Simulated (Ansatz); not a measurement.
**MgNi₃C: pressure against volume**

MgNi₃C, Pm-3m, a = 3.772 Å. The structure is a COD entry; whether it is the stable form wasn't checked. Ansatz: PBEsol, PAW, 420 eV, Γ-centred 10×10×10 mesh on 5 atoms, Gaussian smearing 0.10 eV; no spin polarisation. Symmetry fixes shape and atoms, so the cell is only scaled; pressure is positive in compression.

```tsv
V (Å³/atom)	P (GPa)
9.447	32.60
9.769	?
10.091	13.63
10.413	6.25
10.735	-0.02
11.057	-5.35
11.379	-9.88
11.809	-14.87
```

Take V0 = 10.735 Å³/atom, count pressures from its P0 = -0.02 GPa, fit the third-order Birch–Murnaghan form to the other rows, and predict the missing pressure.

With the Eulerian strain f = ½[(V0/V)^(2/3) − 1] and y = (P − P0)/[3f(1 + 2f)^(5/2)], the form is the line y = B0 + 1.5 B0 (B0′ − 4) f. Rows (f, y): 0.04447, 197.6; 0.02105, 195.0; 0.01026, 193.6; -0.00976, 191.2; -0.01905, 190.1; -0.03080, 188.4. Means f = 0.002695, y = 192.65; Σ(Δf)² = 0.003889, ΣΔfΔy = 0.4730; the slope is their ratio. y = 192.3 + 121.6 f GPa, so B0 = 192.3 GPa and B0′ = 4 + 2 × (121.6)/(3 × 192.3) = 4.42. At V = 9.769, f = 0.03244, y = 196.24 and P = 22.33 GPa. The run gave 22.33 GPa, the same to the digits shown.

Spin polarisation was left out, and a magnetic state may lie lower.